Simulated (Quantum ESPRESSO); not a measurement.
In4O4NF, input and log of a self-consistent run

A calculation, not a measurement. The program is pw.x of Quantum ESPRESSO 7.5 (plane-wave density functional theory). The cell is made up: 10 atoms on a corundum lattice, with randomly drawn elements, strain and displacements, not relaxed. PseudoDojo standard norm-conserving files (v0.5 for PBE, v0.4.1 for LDA and PBEsol) set the functional; there is no spin polarisation, spin-orbit coupling or dispersion term, and the masses in the input are unused placeholders.

Input:

```
&control calculation='scf', pseudo_dir='./dojo.nc.sr.pbe.v0_5.standard.upf', outdir='./o', disk_io='low', tprnfor=.true., tstress=.true. /
&system ibrav=0, nat=10, ntyp=4, nbnd=54, ecutwfc=84.00895049, nosym=.true., tot_charge=0,
 occupations='smearing', smearing='fd', degauss=0.0073498644
/
&electrons conv_thr=7.350e-09, electron_maxstep=60, /
ATOMIC_SPECIES
F 1.0 F.upf
In 1.0 In.upf
N 1.0 N.upf
O 1.0 O.upf
CELL_PARAMETERS angstrom
2.8836 1.7124 4.9673
-2.8996 1.7892 4.9493
0.0587 -3.263 4.8798
ATOMIC_POSITIONS angstrom
In -0.0002 0.134 5.2091
In -0.1372 -0.091 2.2086
In -0.0839 0.0511 9.5714
In 0.0929 0.3557 12.564
O -1.1685 1.8316 8.6718
N -0.7704 -1.6061 8.6264
O 2.1537 0.3199 8.6335
F 1.0373 -1.5389 6.1124
O 0.8775 1.7921 6.3152
O -2.0439 -0.1281 6.193
K_POINTS automatic
7 7 7 1 1 1
```

The log is shortened where brackets say so; the opening notice, blank lines, dates and the lines on written files are dropped, and the path of the files is cut. It prints rydbergs, bohrs and kilobars, and counts compression as positive stress.

```
     Program PWSCF v.7.5
     Parallel version (MPI & OpenMP), running on       4 processor cores
     Number of MPI processes:                 4
     Threads/MPI process:                     1
     [start-up lines left out]
     bravais-lattice index     =            0
     lattice parameter (alat)  =      11.3260  a.u.
     unit-cell volume          =     964.6633 (a.u.)^3
     number of atoms/cell      =           10
     number of atomic types    =            4
     number of electrons       =        88.00
     number of Kohn-Sham states=           54
     kinetic-energy cutoff     =      84.0090  Ry
     charge density cutoff     =     336.0358  Ry
     scf convergence threshold =      7.3E-09
     mixing beta               =       0.7000
     number of iterations used =            8  plain     mixing
     Exchange-correlation= PBE
                           (   1   4   3   4   0   0   0)
     [axes and pseudopotential details left out]
   Cartesian axes
     site n.     atom                  positions (alat units)
         1        In     tau(   1) = (  -0.0000334   0.0223577   0.8691311  )
         2        In     tau(   2) = (  -0.0228916  -0.0151832   0.3685018  )
         3        In     tau(   3) = (  -0.0139986   0.0085260   1.5969747  )
         4        In     tau(   4) = (   0.0155002   0.0593480   2.0962858  )
         5        O      tau(   5) = (  -0.1949626   0.3055999   1.4468777  )
         6        N      tau(   6) = (  -0.1285402  -0.2679755   1.4393028  )
         7        O      tau(   7) = (   0.3593418   0.0533749   1.4404874  )
         8        F      tau(   8) = (   0.1730721  -0.2567633   1.0198454  )
         9        O      tau(   9) = (   0.1464096   0.2990094   1.0536823  )
        10        O      tau(  10) = (  -0.3410219  -0.0213733   1.0332934  )
     number of k points=   172  Fermi-Dirac smearing, width (Ry)=  0.0073
     Number of k-points >= 100: set verbosity='high' to print them.
     Dense  grid:   100325 G-vectors     FFT dimensions: (  72,  72,  72)
     Estimated max dynamical RAM per process >     606.91 MB
     Estimated total dynamical RAM >       2.30 GB
     Initial potential from superposition of free atoms
     starting charge      87.9844, renormalised to      88.0000
     Starting wfcs are   60 randomized atomic wfcs
     total cpu time spent up to now is       11.3 secs
     per-process dynamical memory:   550.6 Mb
     Self-consistent Calculation
     iteration #  1     ecut=    84.01 Ry     beta= 0.70
     Davidson diagonalization with overlap
     ethr =  1.00E-02,  avg # of iterations =  3.0
     total cpu time spent up to now is       35.1 secs
     total energy              =    -732.42365504 Ry
     estimated scf accuracy    <       2.98392494 Ry
     iteration #  2     ecut=    84.01 Ry     beta= 0.70
     Davidson diagonalization with overlap
     ethr =  3.39E-03,  avg # of iterations =  3.3
     total cpu time spent up to now is       62.6 secs
     total energy              =    -732.84684005 Ry
     estimated scf accuracy    <       5.99502993 Ry
     iteration #  3     ecut=    84.01 Ry     beta= 0.70
     Davidson diagonalization with overlap
     ethr =  3.39E-03,  avg # of iterations =  2.0
     total cpu time spent up to now is       86.9 secs
     total energy              =    -733.90549258 Ry
     estimated scf accuracy    <       0.30806741 Ry
     iteration #  4     ecut=    84.01 Ry     beta= 0.70
     Davidson diagonalization with overlap
     ethr =  3.50E-04,  avg # of iterations =  2.1
     total cpu time spent up to now is      111.4 secs
     total energy              =    -733.95785354 Ry
     estimated scf accuracy    <       0.01660195 Ry
     iteration #  5     ecut=    84.01 Ry     beta= 0.70
     Davidson diagonalization with overlap
     c_bands:  1 eigenvalues not converged
     ethr =  1.89E-05,  avg # of iterations = 11.6
     total cpu time spent up to now is      149.1 secs
     total energy              =    -733.96049435 Ry
     estimated scf accuracy    <       0.01855934 Ry
     [iterations 6 to 9 left out]
     iteration # 10     ecut=    84.01 Ry     beta= 0.70
     Davidson diagonalization with overlap
     ethr =  1.33E-08,  avg # of iterations =  3.1
     total cpu time spent up to now is      273.4 secs
     total energy              =    -733.96385735 Ry
     estimated scf accuracy    <       0.00000663 Ry
     iteration # 11     ecut=    84.01 Ry     beta= 0.70
     Davidson diagonalization with overlap
     ethr =  7.54E-09,  avg # of iterations =  2.0
     total cpu time spent up to now is      296.7 secs
     total energy              =    -733.96385843 Ry
     estimated scf accuracy    <       0.00000063 Ry
     iteration # 12     ecut=    84.01 Ry     beta= 0.70
     Davidson diagonalization with overlap
     ethr =  7.19E-10,  avg # of iterations =  2.4
     total cpu time spent up to now is      320.8 secs
     total energy              =    -733.96385850 Ry
     estimated scf accuracy    <       0.00000008 Ry
     iteration # 13     ecut=    84.01 Ry     beta= 0.70
     Davidson diagonalization with overlap
     ethr =  8.99E-11,  avg # of iterations =  4.1
     total cpu time spent up to now is      349.5 secs
     total energy              =    -733.96385852 Ry
     estimated scf accuracy    <       0.00000006 Ry
     iteration # 14     ecut=    84.01 Ry     beta= 0.70
     Davidson diagonalization with overlap
     ethr =  6.93E-11,  avg # of iterations =  2.0
     total cpu time spent up to now is      372.7 secs
     End of self-consistent calculation
     [lines on levels left out]
!    total energy              =    -733.96385853 Ry
     estimated scf accuracy    <          5.9E-09 Ry
     smearing contrib. (-TS)   =      -0.00131703 Ry
     internal energy E=F+TS    =    -733.96254149 Ry
     The total energy is F=E-TS. E is the sum of the following terms:
     one-electron contribution =    -193.25493814 Ry
     hartree contribution      =     167.44800923 Ry
     xc contribution           =    -211.19990637 Ry
     ewald contribution        =    -496.95570621 Ry
     convergence has been achieved in  14 iterations
     Forces acting on atoms (cartesian axes, Ry/au):
     atom    1 type  2   force =    -0.03308675    0.04722734   -0.02673832
     atom    2 type  2   force =     0.03804975    0.05084271   -0.00152571
     atom    3 type  2   force =     0.06124471    0.05909362   -0.05874955
     atom    4 type  2   force =     0.02096047   -0.10154240    0.14674312
     atom    5 type  4   force =     0.00550009    0.00902946   -0.01143396
     atom    6 type  3   force =    -0.02810015   -0.05815254   -0.02292338
     atom    7 type  4   force =    -0.04036691   -0.04831012    0.04773955
     atom    8 type  1   force =     0.01150821   -0.01494765    0.01607489
     atom    9 type  4   force =    -0.03686549    0.02383826   -0.02351588
     atom   10 type  4   force =     0.00115607    0.03292131   -0.06567076
     Total force =     0.265947     Total SCF correction =     0.000196
     Computing stress (Cartesian axis) and pressure
          total   stress  (Ry/bohr**3)                   (kbar)     P=       -6.02
  -0.00029673   0.00012411  -0.00004696          -43.65       18.26       -6.91
   0.00012411  -0.00010345  -0.00028853           18.26      -15.22      -42.44
  -0.00004696  -0.00028853   0.00027749           -6.91      -42.44       40.82
     init_run     :     10.86s CPU     11.22s WALL (       1 calls)
     electrons    :    360.51s CPU    361.47s WALL (       1 calls)
     forces       :      3.46s CPU      3.46s WALL (       1 calls)
     stress       :     12.07s CPU     12.08s WALL (       1 calls)
     [timing details left out]
     PWSCF        :   6m27.06s CPU   6m28.44s WALL
     JOB DONE.
```

In other units: free energy -9986.087 eV for the cell, pressure -0.60 GPa, largest force component 3.773 eV/Å. A rerun of the same cell at another strain at a cutoff of 1437 eV and k mesh 9 x 9 x 9 moved values by no more than 0.003 eV in energy, 0.02 GPa in stress and 0.002 eV/Å in force.